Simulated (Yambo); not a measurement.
G0W0@PBEsol for InP (zinc blende, space group F-43m, No. 216) in Yambo. Reference settings: 4×4×4 Γ-centred k mesh, 115 bands and a 10 Ry block in the screening, 115 bands in G with the Bruneval-Gonze terminator, plasmon pole fitted at 27.2 eV. The PBEsol gap Γ → Γ on this mesh is 0.56 eV; G0W0 gaps are taken between the same points.

The settings were changed. The gap went from 1.01 eV to 0.98 eV, and the shift of the valence edge from -0.54 eV to -0.45 eV.

**Question.** Name the change that produced these shifts.
A. no terminator
B. 39 bands in G, no terminator
C. wavefunctions cut at 25 Ry
D. no point-group symmetry

**Answer.** A, no terminator. The others gave (gap, valence shift): 39 bands in G, no terminator: 0.94, -0.08 eV; wavefunctions cut at 25 Ry: 0.98, -0.54 eV; no point-group symmetry: 1.00, -0.54 eV.

The standard potential for In keeps a d shell in the valence without the s and p states of that shell. In tests on such compounds this moved G0W0 gaps by up to about 0.9 eV, so absolute quasiparticle energies here are unreliable; differences between settings are what counts.

Spin-orbit coupling is not included.

Geometry relaxed with PBEsol; primitive cell a = b = c = 4.1586 Å, α = β = γ = 60.00°.

A shift is the quasiparticle energy of the state minus its PBEsol energy.
